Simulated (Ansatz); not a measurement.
Problem. Each is relaxed and computed with PBEsol in the plane-wave PAW code Ansatz. Which is the only metal?
A) SiW3, Fm-3m (Si on 4a, W on 4b, W on 8c)
B) WO3, ReO3 type
C) SiGe, wurtzite
D) Si3N4, Fd-3m (Si on 16c, Si on 8b, N on 32e)

Solution. A, SiW3, Fm-3m (Si on 4a, W on 4b, W on 8c). SiW3: metal; WO3: gap 0.59 eV (indirect); SiGe: gap 0.35 eV (indirect); Si3N4: gap 3.29 eV (indirect). Constructed cells (a structure type filled with these elements, in neither database checked): SiW3, Fm-3m (Si on 4a, W on 4b, W on 8c). Standing as an ambient phase not checked: WO3, ReO3 type; SiGe, wurtzite. Unstable at this level: WO3, ReO3 type. All cells were relaxed under the symmetry of their starts (and spin orders); stability against distortions was not tested throughout. Named crystals with no word on spin ran without spin polarisation. Scalar-relativistic: spin–orbit coupling is off unless named, which matters more the heavier the elements.

Potentials: the earlier of the program's two PAW sets. The files were generated under PBE; for other functionals the program regenerates the frozen cores, and for LDA and PBEsol the local potential too.
